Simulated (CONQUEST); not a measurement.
CONQUEST run on AlCo (Pm-3m, 2 atoms in the cell; from Materials Project mp-284, changed as shown): self-consistent single point.

Method: PBE, numerical atomic orbitals double-zeta with polarisation (the shipped basis), PseudoDojo norm-conserving potentials made for PBE run with CONQUEST 1.3.

The change in words: volume scaled by 1.02. Reference geometry (Pm-3m):
```yaml
crystal:
  lattice:
    - [2.83462, 0.00000, 0.00000]
    - [0.00000, 2.83462, 0.00000]
    - [0.00000, 0.00000, 2.83462]
  atoms:
    - { symbol: Al, position: [0.00000, 0.00000, 0.00000] }
    - { symbol: Co, position: [0.50000, 0.50000, 0.50000] }
```

Reference input (self-consistent single point, DFT, PBE, numerical atomic orbitals double-zeta with polarisation (the shipped basis), PseudoDojo norm-conserving potentials made for PBE): basis = DZP; Diag.MPMeshX, Y, Z = 5 5 5; potentials = PseudoDojo norm-conserving PBE; Grid.GridCutoff = 175 Ha; DM.SolutionMethod = diagon; Diag.kT = 0.003675 Ha; Diag.GammaCentred = true; minE.SCTolerance = 1.0e-06; SC.MaxIters = 100; SC.LinearMixingFactor = 0.3; SC.KerkerPreCondition = true; SC.KerkerFactor = 0.5 1/bohr. This run's input differs from it in these lines:

```diff
@@ -31,5 +31,5 @@
 # file: input.coords
-     5.356664916      0.000000000      0.000000000
-     0.000000000      5.356664916      0.000000000
-     0.000000000      0.000000000      5.356664916
+     5.392142634      0.000000000      0.000000000
+     0.000000000      5.392142634      0.000000000
+     0.000000000      0.000000000      5.392142634
 2
```

Output (repeated stretches shortened):

```
    new_SC_potl: Starting.  Tolerance:  0.10000E-05

    PulayMixSC: Starting Pulay mixing, A_up =  0.300 A_dn =  0.300
    PulayMixSC: Spin non-polarised calculation.
    PulayMixSC: with Kerker preconditioning, q0 =  0.500
          Harris-Foulkes Energy            :      -155.391369901835930 Ha
          GroundState Energy (E-(1/2)TS)   :      -155.391900041773823 Ha
          Free Energy (E-TS)               :      -155.392430181711688 Ha
          DFT Total Energy                 :      -155.334945068458808 Ha
          Total number of electrons        :        19.999999999998977
   [... lines left out ...]
          Total number of electrons        :        20.000032739620003
    PulayMixSC: Pulay iteration    18 residual:              0.19473E-05
          Harris-Foulkes Energy            :      -155.380320350520208 Ha
          GroundState Energy (E-(1/2)TS)   :      -155.380716074496632 Ha
          Free Energy (E-TS)               :      -155.381111798473057 Ha
          DFT Total Energy                 :      -155.380320350628665 Ha
          Total number of electrons        :        20.000030927055185
    PulayMixSC: Pulay iteration    19 residual:              0.69906E-06
    PulayMixSC: Reached SCF tolerance of  0.69906E-06 after     19 iterations
      | Number of electrons      =        20.000031
      |* band energy as 2Tr[K.H] =       -26.643039773414944 Ha
      |  screened ion-ion energy =      -121.266041292961802 Ha
      |  Ha correction           =        -0.489132628105849 Ha
      |  XC correction           =        -6.982107745970713 Ha
      | GS Energy as E-(1/2)TS   =      -155.380716074496632 Ha
      | Free Energy as E-TS      =      -155.381111798473057 Ha
      |* Harris-Foulkes energy   =      -155.380320350520208 Ha
      |* DFT total energy        =      -155.380320350628665 Ha
      |  estimated accuracy      =         0.000000000108457 Ha

    force: Forces on atoms (Ha/a0)
    force:  Atom   X              Y              Z
   [... lines left out ...]
    force: Maximum force :        0.00000000(Ha/a0) on atom         2 in z direction
   [... lines left out ...]
    force: Force Residual:        0.00000000 Ha/a0
    force: Total stress:         -2.98796319     0.00000000     0.00000000 GPa
                             0.00000000    -2.98796319     0.00000000
                             0.00000000     0.00000000    -2.98796319
    force: Average pressure:      2.98796319 GPa

    force: Finished force
    get_E_and_F: Change in energy during last step of electronic optimisation:  0.14790E-06
```

The run converged in 19 iterations. CONQUEST prints the stress tensor with tension positive. Against the reference run the free energy falls by 7.1 meV/atom and the pressure goes from 7.13 to 2.99 GPa.

The program uses no crystal symmetry, so grid and mesh can part values that symmetry would make equal. The atom-centred basis is finite, which shifts total energies and pressures against plane waves. The run has no spin polarisation, so moments on Co cannot form. The structure comes from a collection of computed structures, made at another level of theory; the collection holds predicted forms beside known ones. Its lattice was then scaled. No clean gap shows at this smearing width and mesh (spacing up to 0.44 Å⁻¹); the mesh is coarse for partly filled bands, so the values carry mesh errors.

Cost on one core: very roughly 2.1 core-minutes.
